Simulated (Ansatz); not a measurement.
Pressure against volume in SnPb2S3

The cell was found from a structure generator's guess, not taken from experiment.

The calculation used DFT PBE, scalar-relativistic, plane waves, PAW in Ansatz 0.2.0. Plane waves to 420 eV, a 12×12×12 mesh through Γ for the 6-atom cell and 0.01 eV Gaussian smearing; no spin polarisation.

```cif
data_structure
_symmetry_space_group_name_H-M 'I4/mmm'
_symmetry_Int_Tables_number 139
_cell_length_a 4.2139
_cell_length_b 4.2139
_cell_length_c 17.8800
_cell_angle_alpha 90.000
_cell_angle_beta 90.000
_cell_angle_gamma 90.000
_cell_volume 317.49
loop_
_atom_site_label
_atom_site_type_symbol
_atom_site_symmetry_multiplicity
_atom_site_Wyckoff_symbol
_atom_site_fract_x
_atom_site_fract_y
_atom_site_fract_z
_atom_site_occupancy
Sn1 Sn 2 a 0.00000 0.00000 0.00000 1
Pb1 Pb 4 e 0.50000 0.50000 0.16588 1
S1 S 4 e 0.50000 0.50000 0.33655 1
S2 S 2 b 0.50000 0.50000 0.00000 1
```

The cell was set to several volumes, with shape and atoms relaxed at each where symmetry leaves them free. Pressure is positive in compression, and energies count from the lowest row.

```
row  V (Å³/atom)  P (GPa)  ΔE (meV/atom)  gap on mesh (eV)
  1       23.283     8.79           78.0              0.15
  2       24.076     6.05           41.5              0.22
  3       24.870        ?              ?                 ?
  4       25.664     1.71            4.2              0.05
  5       26.458     0.02            0.0              0.07
  6       27.251    -1.45            3.6              0.17
  7       28.045    -2.70           14.0              0.27
  8       29.103    -4.06           36.5              0.38
```

**Question.** Find B = −V·ΔP/ΔV from rows 4 and 6 and from rows 1 and 2, and from the two its slope B′ and its value B0 at zero pressure.

**Answer.** Rows 4 and 6 give −(25.664 + 27.251)/2 × (-1.45 − (1.71))/(27.251 − 25.664) = 52.7 GPa at a mean pressure of 0.13 GPa. Rows 1 and 2 give −(23.283 + 24.076)/2 × (6.05 − (8.79))/(24.076 − 23.283) = 81.8 GPa at a mean pressure of 7.42 GPa. So B′ = (81.8 − 52.7)/(7.42 − (0.13)) = 3.99 and B0 = 52.7 − 3.99 × (0.13) = 52.2 GPa. A third-order Birch–Murnaghan fit to all the energies gives B0 = 52.4 GPa and B′ = 4.2.

**Question.** Estimate the pressure and energy of row 3.

**Answer.** From row 5, V0 = 26.458 × (1 + (0.02)/52.2) = 26.468 Å³/atom. Murnaghan's form P = (B0/B′)·[(V0/V)^B′ − 1] gives (52.2/3.99) × [(26.468/24.870)^3.99 − 1] = 3.69 GPa; the computed pressure is 3.71 GPa, so the estimate is off by -0.02 GPa. The work of compression from row 4, with the mean of the two pressures, gives ΔE = 4.2 + (3.69 + 1.71)/2 × (25.664 − 24.870)/160.2 × 1000 = 17.6 meV/atom (1 eV/Å³ = 160.2 GPa); the computed value is 17.5 meV/atom. Its gap on the mesh is 0.16 eV.

These runs have no spin–orbit coupling, which can matter for Pb. Small gaps are read on the mesh alone, and bands can cross between its points. All volumes keep the k mesh of the relaxed cell. A structure relaxed within its symmetry needn't be a true minimum.
